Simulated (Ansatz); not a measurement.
The relaxed structure here is a generated cell of Se: the first start was made by a random draw of sites in a space group, and the end was not matched to a known phase here, so it may be hypothetical. Known forms of Se include space group No. 152.

One starting cell of Se (a randomly generated symmetric cell of Se (space group No. 139)) was relaxed twice with Ansatz (plane waves, PAW, scalar-relativistic): with PBEsol at 420 eV and with PBE at 420 eV. The PBEsol result:

```xyz
3
Lattice="-2.6066 2.6066 2.5899 2.6066 -2.6066 2.5899 2.6066 2.6066 -2.5899" Properties=species:S:1:pos:R:3 pbc="T T T"
Se     0.0000     2.6066     1.2949
Se     0.0000     0.0000     0.0000
Se     2.6066     0.0000     1.2949
```

```json
[
 {"quantity": "space group", "PBEsol": "I4/mmm", "PBE": "I4/mmm"},
 {"quantity": "volume (Å³/atom)", "PBEsol": "23.46", "PBE": "24.81"},
 {"quantity": "a (Å)", "PBEsol": "5.213", "PBE": "5.332"},
 {"quantity": "c (Å)", "PBEsol": "5.180", "PBE": "5.236"},
 {"quantity": "gap (eV, no spin-orbit coupling)", "PBEsol": "0.00", "PBE": "0.00"}
]
```

Both levels end in the same structure; PBE's volume is 5.8 % larger. Neither column is exact.

No spin polarisation in the result.

The run could not lose the symmetry of its start: the end is stationary, and may be a saddle point rather than a minimum.

All atoms sit on sites fixed by symmetry, so only the cell could relax.

Ansatz is a program for electronic structure.
